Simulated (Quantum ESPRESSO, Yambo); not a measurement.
**BeSe at -2 % isotropic strain: DFT and GW levels**

```cif
data_Be4Se4
_chemical_formula_sum 'Be4 Se4'
_space_group_name_H-M_alt 'F-43m'
_space_group_IT_number 216
_space_group_name_Hall 'F -4 2 3'
_cell_length_a 5.02765
_cell_length_b 5.02765
_cell_length_c 5.02765
_cell_angle_alpha 90.000
_cell_angle_beta 90.000
_cell_angle_gamma 90.000
loop_
_atom_site_label
_atom_site_type_symbol
_atom_site_symmetry_multiplicity
_atom_site_Wyckoff_symbol
_atom_site_fract_x
_atom_site_fract_y
_atom_site_fract_z
_atom_site_occupancy
Be1 Be 4 a 0.00000 0.00000 0.00000 1
Se1 Se 4 c 0.25000 0.25000 0.25000 1
```
(The calculation used a cell of 2 atoms; values per cell refer to that cell.)

The PBEsol cell relaxed from Materials Project entry mp-1541 was given an isotropic strain of -2 % on all lattice vectors, and the atoms were relaxed again.

Starting point: PBE (stringent potentials; pw.x of Quantum ESPRESSO, ONCV potentials, without SOC). G0W0 in Yambo: 4×4×4 Γ-centred k mesh, bands 11 to 156 and a 15 Ry block in the screening, 156 bands in G with the Bruneval-Gonze terminator, plasmon pole fitted at 27.2 eV.

```
Item                                             Result
----------------------------------------------  -------
PBE gap along the band path                     2.48 eV
PBE gap between the mesh's edge points (Γ → X)  2.48 eV
G0W0 gap between the same points                3.52 eV
PBE smallest direct gap on the mesh (at Γ)      4.90 eV
G0W0 direct gap at that point                   6.17 eV
```

| k point | band | E PBE (eV) | E QP (eV) | shift (eV) | Z |
|---|---|---|---|---|---|
| Γ | VB | 0.00 | -0.85 | -0.85 | 0.81 |
| Γ | CB | 4.90 | 5.32 | 0.43 | 0.82 |
| L | VB | -1.18 | -2.10 | -0.92 | 0.80 |
| L | CB | 4.59 | 5.05 | 0.45 | 0.82 |
| X | VB | -2.91 | -3.96 | -1.05 | 0.80 |
| X | CB | 2.48 | 2.68 | 0.20 | 0.83 |

Energies count from the PBE valence-band maximum.

Convergence of the G0W0 settings was not tested.

Spin-orbit splittings are left out.
